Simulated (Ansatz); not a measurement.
HfC:
```
CELL_PARAMETERS angstrom
      4.55012     0.00000     0.00000
      0.00000     4.55012     0.00000
      0.00000     0.00000     4.55012
ATOMIC_POSITIONS crystal
  Hf 0.00000 0.50000 0.50000
  Hf 0.50000 0.00000 0.50000
  Hf 0.50000 0.50000 0.00000
  C  0.50000 0.00000 0.00000
  C  0.00000 0.50000 0.00000
  C  0.00000 0.00000 0.50000
```

Relaxed with r²SCAN. Special points in fractions of this cell's reciprocal vectors: Γ (0.000, 0.000, 0.000); X (0.000, 0.500, 0.000); M (0.500, 0.500, 0.000); R (0.500, 0.500, 0.500).

List the band energies nearest the Fermi level at these points for r²SCAN with spin–orbit coupling in the plane-wave PAW code Ansatz.

In eV from the Fermi level; about four levels below and three above (degenerate sets whole), none deeper than 8.9 eV; points with the same levels are listed once.

| k | below | above |
|---|---|---|
| Γ | -0.78 -0.78 -0.77 -0.77 -0.77 -0.77 | 0.09 0.09 0.09 0.09 |
| X | -0.21 -0.21 -0.03 -0.03 | 0.12 0.12 1.64 1.64 |
| M | -1.03 -1.03 -0.05 -0.05 | 0.90 0.90 1.13 1.13 |
| R | -3.42 -3.42 -3.42 -3.42 -3.35 -3.35 | 0.22 0.22 0.47 0.47 0.47 0.47 |

Space group Pm-3m. The start of the workflow was typed in or built on a structure type; neither database checked (COD, Materials Project) lists it. It is not the phase usual at ambient conditions (space group No. 225). The r²SCAN relaxation kept the symmetry of its start; its stability against distortions is not shown here. The run is not spin-polarised. Its formation energy is positive at this level, so the cell may be metastable or incomplete.

Potentials: the earlier of the program's two PAW sets.
